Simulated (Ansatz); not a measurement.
Relaxation of a relaxed WS2 cell, doubled along one cell vector, shaken by Gaussian noise of σ = 0.08 Å a coordinate; 12 atoms in the cell, which starts as P1 (No. 1), aP12; a = 4.449 Å, b = 5.438 Å, c = 7.683 Å, α = 110.62°, β = 90.29°, γ = 101.70°. Calculation: PBEsol (plane waves to 420 eV, PAW, scalar-relativistic; Ansatz, an electronic-structure program). Γ-centred k-mesh 7×7×4 on the run's cell (coarser than for final values), Fermi–Dirac smearing 0.05 eV. This is the first round of the run. 

The optimiser's lines from the output (shortened; P is positive under compression):

```
relax step   1: F+E_penalty+E_count = -48106.11005095 eV  Δ(F+E_penalty+E_count) = +0.000e0 eV  max|allowed force component| = 1.882e0 eV/Å  Δτ_max = 0.0000 Å  P = +3.675 GPa  Ω = 169.762 Å³  (8 SCF iters, dr2 threshold 1.00e-7 eV, accepted)
relax step   2: F+E_penalty+E_count = -48107.50631519 eV  Δ(F+E_penalty+E_count) = -1.396e0 eV  max|allowed force component| = 1.215e0 eV/Å  Δτ_max = 0.1969 Å  P = +2.606 GPa  Ω = 170.903 Å³  (7 SCF iters, dr2 threshold 1.20e-6 eV, accepted)
relax step   3: F+E_penalty+E_count = -48108.27285418 eV  Δ(F+E_penalty+E_count) = -7.665e-1 eV  max|allowed force component| = 1.148e0 eV/Å  Δτ_max = 0.1931 Å  P = +2.901 GPa  Ω = 175.336 Å³  (7 SCF iters, dr2 threshold 1.20e-6 eV, accepted)
relax step   4: F+E_penalty+E_count = -48109.07011776 eV  Δ(F+E_penalty+E_count) = -7.973e-1 eV  max|allowed force component| = 1.551e0 eV/Å  Δτ_max = 0.1221 Å  P = +0.600 GPa  Ω = 179.480 Å³  (6 SCF iters, dr2 threshold 1.20e-6 eV, accepted)
relax step   5: F+E_penalty+E_count = -48110.10433891 eV  Δ(F+E_penalty+E_count) = -1.034e0 eV  max|allowed force component| = 1.140e0 eV/Å  Δτ_max = 0.1949 Å  P = -1.309 GPa  Ω = 179.738 Å³  (6 SCF iters, dr2 threshold 1.20e-6 eV, accepted)
relax step   6: F+E_penalty+E_count = -48110.96016619 eV  Δ(F+E_penalty+E_count) = -8.558e-1 eV  max|allowed force component| = 1.060e0 eV/Å  Δτ_max = 0.2000 Å  P = -0.775 GPa  Ω = 177.898 Å³  (6 SCF iters, dr2 threshold 1.20e-6 eV, accepted)
relax step   7: F+E_penalty+E_count = -48111.63556561 eV  Δ(F+E_penalty+E_count) = -6.754e-1 eV  max|allowed force component| = 8.175e-1 eV/Å  Δτ_max = 0.1951 Å  P = +2.145 GPa  Ω = 176.439 Å³  (6 SCF iters, dr2 threshold 1.20e-6 eV, accepted)
relax step   8: F+E_penalty+E_count = -48111.93603726 eV  Δ(F+E_penalty+E_count) = -3.005e-1 eV  max|allowed force component| = 6.652e-1 eV/Å  Δτ_max = 0.2000 Å  P = +0.784 GPa  Ω = 181.127 Å³  (6 SCF iters, dr2 threshold 1.20e-6 eV, accepted)
relax step   9: F+E_penalty+E_count = -48111.77100424 eV  Δ(F+E_penalty+E_count) = +1.650e-1 eV  max|allowed force component| = 1.042e0 eV/Å  Δτ_max = 0.1223 Å  P = +1.529 GPa  Ω = 178.835 Å³  (6 SCF iters, dr2 threshold 1.20e-6 eV, rejected (line search))
relax step  10: F+E_penalty+E_count = -48112.04809396 eV  Δ(F+E_penalty+E_count) = -1.121e-1 eV  max|allowed force component| = 1.129e-1 eV/Å  Δτ_max = 0.0551 Å  P = +0.063 GPa  Ω = 180.998 Å³  (10 SCF iters, accepted)
relax step  11: F+E_penalty+E_count = -48112.13904170 eV  Δ(F+E_penalty+E_count) = -9.095e-2 eV  max|allowed force component| = 3.401e-1 eV/Å  Δτ_max = 0.0591 Å  P = -0.043 GPa  Ω = 181.401 Å³  (6 SCF iters, dr2 threshold 1.20e-6 eV, accepted)
relax step  12: F+E_penalty+E_count = -48112.31423601 eV  Δ(F+E_penalty+E_count) = -1.752e-1 eV  max|allowed force component| = 5.155e-1 eV/Å  Δτ_max = 0.0436 Å  P = +0.399 GPa  Ω = 181.256 Å³  (6 SCF iters, dr2 threshold 1.20e-6 eV, accepted)
relax step  13: F+E_penalty+E_count = -48112.82940463 eV  Δ(F+E_penalty+E_count) = -5.152e-1 eV  max|allowed force component| = 1.022e0 eV/Å  Δτ_max = 0.1500 Å  P = +0.547 GPa  Ω = 182.983 Å³  (7 SCF iters, dr2 threshold 1.20e-6 eV, accepted)
relax step  14: F+E_penalty+E_count = -48112.54356488 eV  Δ(F+E_penalty+E_count) = +2.858e-1 eV  max|allowed force component| = 1.465e0 eV/Å  Δτ_max = 0.1348 Å  P = +2.505 GPa  Ω = 182.049 Å³  (7 SCF iters, dr2 threshold 1.20e-6 eV, rejected (line search))
relax step  15: F+E_penalty+E_count = -48113.10170737 eV  Δ(F+E_penalty+E_count) = -2.723e-1 eV  max|allowed force component| = 2.478e-1 eV/Å  Δτ_max = 0.0753 Å  P = -1.114 GPa  Ω = 184.495 Å³  (10 SCF iters, accepted)
relax step  16: F+E_penalty+E_count = -48113.24680790 eV  Δ(F+E_penalty+E_count) = -1.451e-1 eV  max|allowed force component| = 1.253e-1 eV/Å  Δτ_max = 0.0766 Å  P = -0.106 GPa  Ω = 184.469 Å³  (6 SCF iters, dr2 threshold 1.20e-6 eV, accepted)
relax step  17: F+E_penalty+E_count = -48113.30656411 eV  Δ(F+E_penalty+E_count) = -5.976e-2 eV  max|allowed force component| = 1.317e-1 eV/Å  Δτ_max = 0.0849 Å  P = -0.275 GPa  Ω = 185.364 Å³  (6 SCF iters, dr2 threshold 1.20e-6 eV, accepted)
relax step  18: F+E_penalty+E_count = -48113.31161147 eV  Δ(F+E_penalty+E_count) = -5.047e-3 eV  max|allowed force component| = 2.149e-2 eV/Å  Δτ_max = 0.0148 Å  P = -0.063 GPa  Ω = 184.946 Å³  (6 SCF iters, dr2 threshold 1.20e-6 eV, accepted)
relax step  19: F+E_penalty+E_count = -48113.31179535 eV  Δ(F+E_penalty+E_count) = -1.839e-4 eV  max|allowed force component| = 1.128e-2 eV/Å  Δτ_max = 0.0052 Å  P = +0.054 GPa  Ω = 184.870 Å³  (6 SCF iters, dr2 threshold 8.04e-8 eV, accepted)
relax step  20: F+E_penalty+E_count = -48113.31188108 eV  Δ(F+E_penalty+E_count) = -8.573e-5 eV  max|allowed force component| = 3.164e-3 eV/Å  Δτ_max = 0.0020 Å  P = +0.004 GPa  Ω = 184.913 Å³  (6 SCF iters, dr2 threshold 3.35e-8 eV, accepted)
relax step  21: F+E_penalty+E_count = -48113.33289486 eV  Δ(F+E_penalty+E_count) = -2.101e-2 eV  max|allowed force component| = 4.452e-3 eV/Å  Δτ_max = 0.0000 Å  P = +0.106 GPa  Ω = 184.913 Å³  stress off target by 3.02e-1 GPa  SCF on the basis re-selected at this cell (its energy is not comparable with the rows above)  (6 SCF iters)
relax step  22: F+E_penalty+E_count = -48113.33323866 eV  Δ(F+E_penalty+E_count) = -3.438e-4 eV  max|allowed force component| = 1.176e-2 eV/Å  Δτ_max = 0.0065 Å  P = -0.052 GPa  Ω = 185.147 Å³  (6 SCF iters, dr2 threshold 2.28e-7 eV, accepted)
relax step  23: F+E_penalty+E_count = -48113.33332460 eV  Δ(F+E_penalty+E_count) = -8.594e-5 eV  max|allowed force component| = 3.072e-3 eV/Å  Δτ_max = 0.0012 Å  P = -0.001 GPa  Ω = 185.102 Å³  (6 SCF iters, dr2 threshold 4.41e-8 eV, accepted)
relax step  24: F+E_penalty+E_count = -48113.33339286 eV  Δ(F+E_penalty+E_count) = -6.826e-5 eV  max|allowed force component| = 3.067e-3 eV/Å  Δτ_max = 0.0000 Å  P = -0.001 GPa  Ω = 185.102 Å³  stress off target by 1.30e-2 GPa  SCF on the basis re-selected at this cell (its energy is not comparable with the rows above)  (8 SCF iters)
```

From the first to the last row the energy changes by -0.60 eV/atom and the volume by +9.0 %. The last row is marked as not comparable with the walk above it, whose basis was carried along; it does compare with step 1, since both stand on a basis selected at the nominal cutoff for their own cell.

Steps 9, 14 were rejected by the optimiser.

Later rounds, restarted from the end of this one on a renewed k-mesh, logged 12 more steps and released under 0.01 eV/atom more. The final structure after all rounds: C2/m (No. 12), mS12; a = 7.3212 Å, b = 4.4214 Å, c = 6.6620 Å, α = 90.00°, β = 120.88°, γ = 90.00°. Between re-selections the logged energies stand on a plane-wave basis carried along with the cell. No spin polarisation in the result.

The relaxed structure here is a generated cell of WS2: the first start was made by placing the elements on the sites of a structure type, and the end was not matched to a known phase here, so it may be hypothetical. Known forms of WS2 include space group No. 194.
